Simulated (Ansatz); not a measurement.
The elements of this relaxed trial crystal are hidden behind letters.

```
lattice vectors (Å)
   1.6435  -10.3104    0.0000
   1.6435   10.3104    0.0000
   0.0000    0.0000    3.2856
fractional positions
X 0.0000 0.0000 0.0000
Z 0.1752 0.8248 0.0000
Z 0.8248 0.1752 0.0000
Q 0.4298 0.5702 0.5000
Q 0.5702 0.4298 0.5000
```

The calculation used DFT PBE, scalar-relativistic, plane waves, PAW in Ansatz 0.2.0. Cutoff 420 eV, Γ-centred 12×12×12 mesh (5-atom cell), Gaussian smearing of 0.10 eV, no spin polarisation.

* Space group: Cmmm (No. 65)
* Conventional cell: a = 3.287 Å, b = 20.621 Å, c = 3.286 Å
* Volume per atom: 22.27 Å³
* Density: 5.74 g/cm³
* Formation energy: −0.77 eV/atom
* Gap on the 12×12×12 mesh of the 5-atom cell: 0 eV (a metal)

Energies are uncorrected and count from the elements' standard states at the same level.

Task: X is a d-block element of period 5, Z is a p-block element of period 5 and Q is a p-block element of period 3. Which elements are they?

Result: X = Zr, Z = In, Q = S, so the formula is ZrIn2S2. Density times volume gives a mean mass of 5.74 × 22.27/1.6605 = 77.0 u per atom, and this set has 77.0 u. Zr has 8 S at 2.74 Å, 4 Zr at 3.29 Å and 2 In at 3.61 Å; In is surrounded by 4 S at 3.18 Å, 4 In at 3.29 Å, 2 In at 3.49 Å and 1 Zr at 3.61 Å; S is surrounded by 4 Zr at 2.74 Å, 1 S at 2.90 Å, 4 In at 3.18 Å and 4 S at 3.29 Å. Other sets within the hints have nearly the same mass, so mass alone doesn't settle it; this one was computed.

A structure relaxed within its symmetry needn't be a true minimum. Another cell of ZrIn2S2 relaxed alike, in P-3m1, lies 105 meV/atom lower, so this cell isn't the stable form at this level.
